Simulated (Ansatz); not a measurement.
HfIr3:
```xyz
4
Lattice="-1.9659 1.9659 3.9372 1.9659 -1.9659 3.9372 1.9659 1.9659 -3.9372" Properties=species:S:1:pos:R:3 pbc="T T T"
Ir     0.0000     0.0000     3.9372
Ir     0.0000     1.9659     1.9686
Ir     1.9659     0.0000     1.9686
Hf     0.0000     0.0000     0.0000
```

Relaxed with PBEsol. Special points in fractions of this cell's reciprocal vectors: Γ (0.000, 0.000, 0.000); X (0.000, 0.000, 0.500); P (0.250, 0.250, 0.250); N (0.000, 0.500, 0.000); M (0.500, 0.500, -0.500); S (0.312, 0.688, -0.312); S0 (-0.312, 0.312, 0.312); R (-0.125, 0.125, 0.500); G (0.500, 0.500, -0.125).

**Question.** List the band energies nearest the Fermi level at these points for PBEsol in the plane-wave PAW code Ansatz.

**Answer.** In eV from the Fermi level; about four levels below and three above (degenerate sets whole), none deeper than 8.9 eV; points with the same levels are listed once.

| k | below | above |
|---|---|---|
| Γ | -1.76 -1.76 -1.39 -0.95 | 0.04 1.80 2.66 |
| X | -1.71 -1.71 -0.84 -0.30 | 0.23 0.45 0.55 |
| P | -1.41 -1.31 -1.31 -1.21 | 0.30 2.59 2.59 |
| N | -2.20 -1.34 -1.24 -1.15 | 0.37 0.53 1.09 |
| M | -1.26 -1.26 -0.08 -0.08 | 0.26 0.77 1.80 |
| S | -1.53 -1.15 -0.99 -0.15 | 0.41 1.02 2.37 |
| R | -0.70 -0.18 -0.18 -0.08 | 0.64 3.18 3.85 |

Space group I4/mmm. A made-up cell: these elements were put on the sites of a structure type; neither database checked (COD, Materials Project) lists it. COD files the formula under space group No. 221. Its standing as an ambient phase is unchecked. The PBEsol relaxation kept the symmetry of its start; whether a distortion lowers the energy is not shown. No spin polarisation was allowed. Spin–orbit coupling is left out wherever it is not named.

Potentials: the earlier of the program's two PAW sets. The files were generated under PBE; for other functionals the program regenerates the frozen cores, and for LDA and PBEsol the local potential too.
